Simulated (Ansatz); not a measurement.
Total density of states per atom from DFT-PBE+D3(BJ) in the program Ansatz with PAW potentials, in 0.25 eV bins, energy from the Fermi level:

(E (eV), states/eV/atom): (-7.85, 0.70); (-7.60, 0.69); (-7.35, 0.65); (-7.10, 0.40); (-6.85, 0.34); (-6.60, 0.22); (-6.35, 0.23); (-6.10, 0.21); (-5.85, 0.22); (-5.60, 0.60); (-5.35, 0.82); (-5.10, 0.70); (-4.85, 1.07); (-4.60, 0.72); (-4.35, 0.36); (-4.10, 0.62); (-3.85, 1.22); (-3.60, 0.99); (-3.35, 0.37); (-3.10, 0.59); (-2.85, 0.63); (-2.60, 0.80); (-2.35, 0.52); (-2.10, 0.21); (-1.85, 0.12); (-1.60, 0.05); (-1.35, 0.19); (-1.10, 0.35); (-0.85, 0.57); (-0.60, 0.46); (-0.35, 0.43); (-0.10, 0.40); (0.15, 0.37); (0.40, 0.37); (0.65, 0.22); (0.90, 0.17); (1.15, 0.15); (1.40, 0.14); (1.65, 0.13); (1.90, 0.15); (2.15, 0.21); (2.40, 0.54); (2.65, 1.24); (2.90, 0.97); (3.15, 0.85); (3.40, 0.81); (3.65, 0.80); (3.90, 0.37); (4.15, 0.47); (4.40, 0.44); (4.65, 0.22)

Problem. Which of these materials gives this?
(A) WSe2, P6_3/mmc (W on 2c, Se on 4f)
(B) Te2Mo, P6_3/mmc (Te on 4f, Mo on 2c)
(C) BN, P6_3mc (Pearson symbol hP12)
(D) W2N3, P6_3/mmc (W on 4f, N on 4f, N on 2c)

Solution. D, W2N3, P6_3/mmc (W on 4f, N on 4f, N on 2c). Within 0.5 eV of the Fermi level: W 5d 49 %, N 2p 45 %. Projections are on Löwdin-orthogonalised atomic valence shells; empty p or d shells of many metals are not among them.

The workflow started from a Materials Project entry (that database holds measured and hypothetical structures alike); the Crystallography Open Database copy checked does not list it. Whether it is the stable phase at ambient conditions was not checked. Symmetry was held in the PBE+D3(BJ) relaxation; whether a distortion lowers the energy is not shown. No spin polarisation was allowed. Spin–orbit coupling is left out wherever it is not named.

Potentials: the later of the program's two PAW sets.
